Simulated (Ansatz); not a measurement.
**AlP: computed property card**

AlP:
```yaml
crystal:
  lattice:
    - [3.11912, 0.00000, 0.00000]
    - [0.00000, 3.11912, 0.00000]
    - [0.00000, 0.00000, 3.11912]
  atoms:
    - { symbol: Al, position: [0.00000, 0.00000, 0.00000] }
    - { symbol: P, position: [0.50000, 0.50000, 0.50000] }
```

Space group Pm-3m (No. 221), CsCl type; conventional cell a = b = c = 3.119 Å, α = β = γ = 90.00°.

Method: plane-wave PAW PBE (Ansatz code). Structure relaxed to zero pressure with the same functional. Other levels are named where they apply.

Cell and energy:

- Volume per atom = 15.17 Å³
- Density = 3.17 g/cm³
- Formation energy from the elements (no fitted shifts) = 0.11 eV/atom

Electronic structure:

- Electronic character = metallic (no gap)
- Density of states at the Fermi level = 0.50 states/eV per atom (mean over ±0.08 eV)

Mechanics:

- Bulk modulus (Birch–Murnaghan fit) = 90.5 GPa
- Pressure derivative B′ = 4.4
- Elastic constants (relaxed ions, GPa) = C11 = 75.6, C12 = 101, C44 = 12.6
- Mechanical stability = unstable (C has a negative eigenvalue)

Phonons:

Highest zone-centre frequency: 19.2 meV
Zone-centre stability: no imaginary mode at Γ

Charges:

Bader charges: Al +1.55, P -1.55 e

The cell is a constructed one: a structure type filled with these elements; neither database checked (COD, Materials Project) lists it. It is not the phase usual at ambient conditions (space group No. 216). Symmetry was held in the PBE relaxation. As this level gives no gap, shear constants depend on the k-mesh and smearing (Fermi–Dirac, 0.1 eV here). As this level gives no gap, phonon frequencies hold no LO–TO term and depend on the k-mesh and smearing (Fermi–Dirac, 0.1 eV here). The references are the lowest solids computed at this level, not always the standard phases.

Potentials: the later of the program's two PAW sets.
